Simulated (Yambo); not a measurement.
BSE-type run in Yambo on Cs$_{2}$PtH$_{6}$ (space group Fm-3m, No. 225), at zero momentum.

Quantum ESPRESSO step (PBEsol, PseudoDojo standard norm-conserving files, scalar-relativistic):
```
&CONTROL
  calculation = 'nscf'
  pseudo_dir = './pseudo'
  outdir = './out'
/
&SYSTEM
  ibrav = 0
  nat = 9
  ntyp = 3
  ecutwfc = 84.0
  ecutrho = 336.0
  occupations = 'fixed'
  force_symmorphic = .true.
  nbnd = 92
/
&ELECTRONS
  conv_thr = 9.000000000000001e-09
  diago_full_acc = .true.
  diago_thr_init = 1e-08
/
ATOMIC_SPECIES
H 1.0080 H.upf
Cs 132.9055 Cs.upf
Pt 195.0840 Pt.upf
CELL_PARAMETERS angstrom
  0.000000000000   4.486175000000   4.486175000000
  4.486175000000   0.000000000000   4.486175000000
  4.486175000000   4.486175000000   0.000000000000
ATOMIC_POSITIONS crystal
H   0.816860000000   0.816860000000   0.183140000000
H   0.183140000000   0.183140000000   0.816860000000
H   0.183140000000   0.816860000000   0.816860000000
H   0.816860000000   0.183140000000   0.183140000000
H   0.816860000000   0.183140000000   0.816860000000
H   0.183140000000   0.816860000000   0.183140000000
Cs   0.750000000000   0.750000000000   0.750000000000
Cs   0.250000000000   0.250000000000   0.250000000000
Pt   0.000000000000   0.000000000000   0.000000000000
K_POINTS automatic
4 4 4 0 0 0
```

Yambo input:
```
rim_cut
optics
bse
bss
dipoles
RandQpts= 1000000
RandGvec= 1 Ry
FFTGvecs= 40 Ry
BSKmod= "HF"
BSEmod= "resonant"
BSSmod= "hs"
BSENGexx= 15 Ry
BSENGBlk= 3 Ry
% KfnQP_E
 6.66 | 1.0 | 1.0 |
%
% BSEQptR
 1 | 1 |
%
% BSEBands
 13 | 35 |
%
% BEnRange
 0.0 | 17.7 | eV
%
% BDmRange
 0.15 | 0.15 | eV
%
BEnSteps= 354
% BLongDir
 1.0 | 0.0 | 0.0 |
%
BSHayTrs= -0.02
BSSNEig= 24
WRbsWF
```

From the report:

The dimension is k points × valence × conduction bands = 64 × 9 × 14 = 8064.
```
  [SLEPC] Approach                          : Krylov-Schur
  [SLEPC] Number of requested eigenvalues   :  24
  [SLEPC] Number of eigenvalues        [NEV]:  24
   [K] Dimension                                    :   8064
   [K] Bands                                        :   13   35
   [K] Exchange res                                 : yes
   [K] Correlation res                              : yes
   [K] W interaction is bare                        : yes
   [K] RL vectors exchange                          :  1291
   [K] RL vectors correlation                       :  137
   [W] Matrix size                                  :  137
```
Lowest eigenvalues (eV; in brackets the number of states within 2 meV): 4.25 (3), 4.81 (3), 6.49 (3), 6.79 (3), 8.06 (2), 8.31 (1). They depend on the mesh, which isn't converged, and on the G0W0 scissor.

Spin-orbit coupling is not included.

Geometry of the Materials Project entry, not relaxed at this level.

The structure is a Materials Project entry; no match was found in the copy of COD used, and its stability was not checked.
